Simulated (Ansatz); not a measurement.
RbLiSO₄ — O-17 NMR of the central transition

Cell: an entry of the Crystallography Open Database (COD) whose atoms were relaxed with PBE, the cell held.

Space group P2_1/c (No. 14); a = 5.2880, b = 8.7310, c = 10.5220 Å, β = 120.08°.

| site | Wyckoff | site symmetry | x | y | z |
| --- | --- | --- | --- | --- | --- |
| Rb | 4e | 1 | 0.4961 | 0.5059 | 0.2269 |
| Li | 4e | 1 | 0.1696 | 0.3196 | 0.4097 |
| S | 4e | 1 | 0.8321 | 0.2085 | 0.0754 |
| O13 | 4e | 1 | 0.8718 | 0.2511 | 0.9486 |
| O17 | 4e | 1 | 0.5457 | 0.2709 | 0.0488 |
| O21 | 4e | 1 | 0.8336 | 0.0390 | 0.0895 |
| O25 | 4e | 1 | 0.0767 | 0.2749 | 0.2128 |

One atom of each set is listed.

Computed with Ansatz: DFT, PBE, plane waves and PAW, scalar-relativistic, 420 eV cutoff, Γ-centred 4×2×2 k-points, Fermi–Dirac smearing 0.02 eV.

O-17 has I = 5/2 and Q = -25.58 mb (Pyykkö 2018); at 21.1 T its Larmor frequency is ν₀ = 121.8 MHz. Only the quadrupole interaction is simulated: positions count from each site's isotropic chemical shift, and J coupling is left out, as are shift anisotropy and dipolar coupling, which fast spinning averages.

Question: What does the O-17 spectrum (fast magic-angle spinning) show for each site?

Answer: 

| site | first shell | C_Q (MHz) | η | P_Q (MHz) | δ_QIS (ppm) | breadth (kHz) |
| --- | --- | --- | --- | --- | --- | --- |
| O13 | 1 S at 1.50 Å, 1 Li at 1.92 Å, angle 127°; also 2 Rb at 2.85–3.13 Å | -8.41 | 0.01 | 8.41 | -28.6 | 7.50 |
| O17 | 1 S at 1.50 Å, 1 Li at 1.95 Å, angle 123°; also 1 Rb at 2.88 Å | -8.37 | 0.02 | 8.37 | -28.3 | 7.45 |
| O21 | 1 S at 1.49 Å, 1 Li at 1.92 Å, angle 175°; also 3 Rb at 3.08–3.33 Å | -8.32 | 0.01 | 8.32 | -28.0 | 7.34 |
| O25 | 1 S at 1.49 Å, 1 Li at 1.91 Å, angle 139°; also 2 Rb at 2.95–3.10 Å | -8.39 | 0.04 | 8.39 | -28.5 | 7.54 |

δ_QIS = −(ν_Q²/30ν₀²)[I(I+1) − 3/4](1 + η²/3) × 10⁶ ppm with ν_Q = 3|C_Q|/[2I(2I−1)]; it falls as 1/B₀² in ppm, and the breadth as 1/B₀ in kHz.

At O13, O17, O21 and O25 V_zz points along the shorter of its two bonds, to S (within 2°) in each case.
